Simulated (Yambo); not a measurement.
G0W0@PBEsol for MgTiF₆ (space group R-3, No. 148) in Yambo. Reference settings: 2×2×2 Γ-centred k mesh, bands 3 to 163 and a 7 Ry block in the screening, 163 bands in G with the Bruneval-Gonze terminator, plasmon pole fitted at 27.2 eV. The PBEsol gap Γ → F on this mesh is 4.88 eV; G0W0 gaps are taken between the same points.

The settings were changed. The gap went from 9.59 eV to 10.48 eV, and the shift of the valence edge from -2.03 eV to -2.52 eV.

Which change was made?
A. 71 bands in G, no terminator
B. 109 bands in W, 109 bands in G
C. 109 bands in G, no terminator
D. 3 Ry block

D, 3 Ry block. The others gave (gap, valence shift): 109 bands in G, no terminator: 9.81, -1.73 eV; 71 bands in G, no terminator: 9.83, -1.55 eV; 109 bands in W, 109 bands in G: 9.62, -2.00 eV.

Geometry of the Materials Project entry, not relaxed at this level; primitive cell a = 5.369 Å, b = 5.369 Å, c = 5.369 Å, α = 58.13°, β = 58.13°, γ = 58.13°.

The structure is a Materials Project entry; no match was found in the copy of COD used, and its stability was not checked.

A shift is the quasiparticle energy of the state minus its PBEsol energy.
